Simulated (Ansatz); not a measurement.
A geometry of Be away from equilibrium: step 2 of the relaxation of a relaxed Be cell, doubled along one cell vector, shaken by Gaussian noise of σ = 0.08 Å a coordinate. These are PBEsol (plane waves to 420 eV, PAW, scalar-relativistic; Ansatz, a quantum-chemistry and plane-wave program) values and carry that method's errors. Γ-centred k-mesh 18×9×18 on the run's cell (coarser than for final values), Fermi–Dirac smearing 0.05 eV.

```
CELL_PARAMETERS angstrom
     -0.00273     1.57416     1.56812
      3.15898     0.00089     3.12988
      1.57934     1.57083     0.00059
ATOMIC_POSITIONS crystal
  Be 0.99009 0.98461 0.93942
  Be 0.02848 0.48672 0.93144
```

### Question
Which atoms carry the largest force, and which way does it point?

### Answer
0.27 eV/Å, on Be1, Be2 (atoms numbered as listed); on Be1 its components are (0.00, 0.13, 0.23).

### Question
What is the pressure?

### Answer
+0.5 GPa, compression positive.

### Question
How much energy per atom can still be gained by relaxing?

### Answer
0.01 eV/atom; the path ends in Fm-3m (No. 225) (fcc (Cu type)).

No spin polarisation in the result.

The run could not lose the symmetry of its start, so the end can be a saddle point.

The end of the path is a generated cell of Be: the first start was made by a random draw of sites in a space group, and the end was not matched to a known phase here, so it may be hypothetical. Known forms of Be include space group No. 194.
